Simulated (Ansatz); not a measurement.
Sn (diamond, Fd-3m) under volume change, plane-wave PAW PBEsol (Ansatz code), scaled uniformly.

```csv
V (Å³/atom),E − E(relaxed) (meV/atom),P (GPa)
31.837,43.7,4.89
32.887,?,?
33.936,4.3,1.34
34.986,0.0,-0.01
36.035,?,?
37.085,14.5,-2.09
38.134,31.0,-2.90
```

**Question.** Complete the blanks.

**Answer.** 
- 32.887, E − E(relaxed) (meV/atom): 18.2
- 32.887, P (GPa): 2.96
- 36.035, E − E(relaxed) (meV/atom): 3.9
- 36.035, P (GPa): -1.14

**Question.** What does a third-order Birch–Murnaghan fit give for V₀, B₀ and B′?

**Answer.** V₀ = 34.98 Å³/atom, B₀ = 41.3 GPa, B′ = 4.9.

This is a known low-temperature phase of the composition, computed here at zero pressure and temperature. The cell was relaxed with PBEsol under the symmetry of its start; of distortions, only those at the zone centre were tested. Spin–orbit coupling is left out wherever it is not named.

Potentials: the earlier of the program's two PAW sets.
